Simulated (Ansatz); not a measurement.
SnGe3:
```xyz
4
Lattice="4.1663 0.0000 0.0000 0.0000 4.1663 0.0000 0.0000 0.0000 5.9194" Properties=species:S:1:pos:R:3 pbc="T T T"
Ge     2.0832     0.0000     4.5446
Ge     0.0000     0.0000     0.0000
Ge     0.0000     2.0832     1.3749
Sn     2.0832     2.0832     2.9597
```

Relaxed with PBEsol. Special points in fractions of this cell's reciprocal vectors: Γ (0.000, 0.000, 0.000); X (0.000, 0.500, 0.000); M (0.500, 0.500, 0.000); Z (0.000, 0.000, 0.500); R (0.000, 0.500, 0.500); A (0.500, 0.500, 0.500).

### Question
List the band energies nearest the Fermi level at these points for the program Ansatz at the PBEsol level (PAW).

### Answer
In eV from the Fermi level; about four levels below and three above (degenerate sets whole), none deeper than 8.9 eV; points with the same levels are listed once.

```csv
k,below,above
Γ,-8.15 -2.82 -2.82 -0.58,0.04 0.17 0.17
X,-3.60 -3.42 -1.68 -0.92,1.31 2.39 4.39
M,-2.94 -2.78 -2.78 -2.59,0.68 0.68 0.77
Z,-2.17 -2.17 -1.40 -1.40,0.87 1.03 2.32
R,-1.24 -1.21 -0.80 -0.31,0.41 3.38 3.64
A,-3.54 -3.54 -3.52 -3.50,3.84 3.93 3.93
```

Space group P-4m2. The start of the workflow was typed in or built on a structure type; neither database checked (COD, Materials Project) lists it. Its standing as an ambient phase is unchecked. Symmetry was held in the PBEsol relaxation; whether a distortion lowers the energy is not shown. Spin–orbit coupling is left out wherever it is not named.

Potentials: the earlier of the program's two PAW sets. The files were generated under PBE; for other functionals the program regenerates the frozen cores, and for LDA and PBEsol the local potential too.
